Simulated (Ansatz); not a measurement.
# Is this Na4Au structure a true minimum?

The structure comes from a generated guess, relaxed at this level; another structure or a mixture of phases may lie lower.

All numbers below come from DFT PBE, scalar-relativistic, plane waves, PAW in Ansatz 0.2.0. Cutoff 420 eV; k points 8×8×8 on the computed 5-atom cell (Γ-centred); Gaussian smearing, width 0.10 eV; no spin polarisation.

The cell below (5 atoms, space group Im-3m (No. 229)) is relaxed within its symmetry.

```
CELL_PARAMETERS angstrom
-3.48074 3.48074 3.48074
3.48074 -3.48074 3.48074
3.48074 3.48074 -3.48074
ATOMIC_POSITIONS crystal
Na 0.50000 0.50000 0.50000
Na 0.00000 0.00000 0.50000
Na 0.00000 0.50000 0.00000
Na 0.50000 0.00000 0.00000
Au 0.00000 0.00000 0.00000
```

For the test a repeat of it with 10 atoms (edges 6.03, 6.03, 9.85 Å) was strained at random (σ = 1.5 % a component), the atoms were moved at random (σ = 0.10 Å), and all was relaxed again on a coarse 4×4×2 mesh (in the run’s order of axes) with 0.10 eV smearing, with no symmetry imposed.

Spin–orbit coupling, which can matter for Au, is left out.

Task: Is the structure stable against such a distortion?

Result: It doesn't return. The energy falls by 44 meV/atom on that mesh, the volume changes by -6.9 %, and the end has space group F222 (No. 22) at a loose tolerance. Relaxed again on an 8×8×8 mesh with 0.10 eV smearing, the new structure lies 42 meV/atom below the first (mesh in the axes of the run's cell; the cell below is made exact in the group named). Space group I422 (No. 97), tetragonal, a = 7.004 Å, c = 6.415 Å. Around Na lie 2 Au at 3.04 Å and 7 Na at 3.51–3.64 Å; Au has 8 Na at 3.04 Å.

```xyz
5
Lattice="-3.5020 3.5020 3.2076 3.5020 -3.5020 3.2076 3.5020 3.5020 -3.2076" Properties=species:S:1:pos:R:3 pbc="T T T"
Na   -1.2458    4.7478    1.6038
Na    4.7478    1.2458    1.6038
Na    2.2562   -1.2458    1.6038
Na    1.2458    2.2562    1.6038
Au    0.0000    0.0000    0.0000
```
